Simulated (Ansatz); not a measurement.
MgO:
```
CELL_PARAMETERS angstrom
      0.00000     2.12679     2.12679
      2.12679     0.00000     2.12679
      2.12679     2.12679     0.00000
ATOMIC_POSITIONS crystal
  Mg 0.00000 0.00000 0.00000
  O  0.50000 0.50000 0.50000
```

Relaxed with PBE. Special points in fractions of this cell's reciprocal vectors: Γ (0.000, 0.000, 0.000); X (0.500, 0.000, 0.500); U (0.625, 0.250, 0.625); K (0.375, 0.375, 0.750); L (0.500, 0.500, 0.500); W (0.500, 0.250, 0.750).

Q: List the band energies nearest the valence-band maximum at these points for the program Ansatz at the PBE level (PAW).

A: In eV from the valence-band maximum; about four levels below and three above (degenerate sets whole), none deeper than 8.9 eV; … stands for higher levels left out; points with the same levels are listed once.

```json
[
 {"k": "Γ", "below": "0.00 0.00 0.00", "above": "4.46 …"},
 {"k": "X", "below": "-3.93 -1.30 -1.30", "above": "9.11 …"},
 {"k": "U", "below": "-3.36 -2.62 -1.10", "above": "9.96 …"},
 {"k": "L", "below": "-4.48 -0.62 -0.62", "above": "7.73 …"},
 {"k": "W", "below": "-2.84 -2.84 -1.71", "above": "…"}
]
```

Space group Fm-3m (rock salt). The cell was relaxed with PBE under the symmetry of its start.

Potentials: the later of the program's two PAW sets.
